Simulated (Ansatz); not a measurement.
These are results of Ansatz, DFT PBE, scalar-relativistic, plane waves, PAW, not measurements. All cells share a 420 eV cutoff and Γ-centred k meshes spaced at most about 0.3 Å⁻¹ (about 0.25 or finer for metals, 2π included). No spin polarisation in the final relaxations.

Temperature and zero-point effects are left out. All come from trial cells, and lower structures may exist. These are two-dimensional sheets: the third axis spans vacuum and isn't periodic.

**Question.** These unrelaxed guesses for Be₂Al are each relaxed within their symmetry. Order them by the energy at which they end, lowest first.
A.

```xyz
3
Lattice="3.5242 0.0000 0.0000 -1.7621 3.0521 0.0000 0.0000 0.0000 15.0000" Properties=species:S:1:pos:R:3 pbc="T T F"
Be    0.0000    2.0347    7.1665
Be    1.7621    1.0174    7.1665
Al    0.0000    0.0000    7.8335
```

B.

```xyz
3
Lattice="2.6951 0.0000 0.0000 0.0000 2.6951 0.0000 0.0000 0.0000 16.0000" Properties=species:S:1:pos:R:3 pbc="T T F"
Be    0.0000    0.0000    8.7697
Be    0.0000    0.0000    7.2303
Al    1.3475    1.3475    8.0000
```

**Answer.** A (ends in p6/mmm, 0 meV/atom), B (ends in p4/mmm, 167 meV/atom). Even the lowest end lies +0.68 eV/atom against the elements.

Cells relaxed within their symmetry can be saddle points. Some structure types and database cells were kept out of the candidates from the start, so a known form may be missing.
